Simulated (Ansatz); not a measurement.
Sn:
```xyz
2
Lattice="3.3148 0.0000 0.0000 -1.6574 2.8707 0.0000 0.0000 0.0000 5.6775" Properties=species:S:1:pos:R:3 pbc="T T T"
Sn     0.0000     1.9138     4.2581
Sn     1.6574     0.9569     1.4194
```

Relaxed with r²SCAN.

### Question
Map the electron localisation function on the plane through (0.333, 0.667, 0.750) spanned by u = [1, 1, 0] and v = [1, -1, 0] in lattice vectors, from DFT-r²SCAN in the program Ansatz with PAW potentials.

### Answer
x is the fraction of u, y of v (the angle between them is 90°; rows are the nearest grid lines); atoms in the plane: Sn at (0.00, 0.00), Sn at (0.50, 0.50).
```
y \ x   0.000  0.118  0.176  0.294  0.353  0.471  0.529  0.647  0.706  0.824  0.882   1.00
------  -----  -----  -----  -----  -----  -----  -----  -----  -----  -----  -----  -----
1.00    0.000  0.011  0.098  0.321  0.342  0.353  0.353  0.342  0.321  0.098  0.011  0.000
0.931   0.012  0.078  0.198  0.324  0.344  0.312  0.312  0.344  0.324  0.198  0.078  0.012
0.862   0.260  0.303  0.321  0.347  0.343  0.248  0.248  0.343  0.347  0.321  0.303  0.260
0.759   0.386  0.380  0.368  0.336  0.328  0.324  0.324  0.328  0.336  0.368  0.380  0.386
0.690   0.315  0.341  0.368  0.364  0.343  0.327  0.327  0.343  0.364  0.368  0.341  0.315
0.621   0.323  0.382  0.372  0.322  0.289  0.192  0.192  0.289  0.322  0.372  0.382  0.323
0.552   0.352  0.373  0.337  0.228  0.088  0.003  0.003  0.088  0.228  0.337  0.373  0.352
0.448   0.319  0.355  0.329  0.227  0.088  0.003  0.003  0.088  0.227  0.329  0.355  0.319
0.379   0.255  0.335  0.348  0.319  0.289  0.193  0.193  0.289  0.319  0.348  0.335  0.255
0.310   0.241  0.283  0.329  0.361  0.348  0.335  0.335  0.348  0.361  0.329  0.283  0.241
0.241   0.346  0.349  0.349  0.353  0.362  0.376  0.376  0.362  0.353  0.349  0.349  0.346
0.138   0.259  0.302  0.323  0.367  0.385  0.320  0.320  0.385  0.367  0.323  0.302  0.259
0.0690  0.012  0.077  0.198  0.331  0.361  0.354  0.354  0.361  0.331  0.198  0.077  0.012
0.000   0.000  0.011  0.098  0.321  0.342  0.353  0.353  0.342  0.321  0.098  0.011  0.000
```

The density is the valence pseudo-density with augmentation charge, so density and ELF within about 1 Å of a nucleus are not all-electron values.

Space group P6_3/mmc (hcp (Mg type)). The start of the workflow was typed in or built on a structure type; neither database checked (COD, Materials Project) lists it. It is not the phase usual at ambient conditions (space group No. 141). The cell keeps a stress of up to 0.2 GPa. The cell was relaxed with r²SCAN under the symmetry of its start; its stability against distortions is not shown here. Scalar-relativistic: spin–orbit coupling is off unless named, which matters more the heavier the elements.

Potentials: the earlier of the program's two PAW sets.
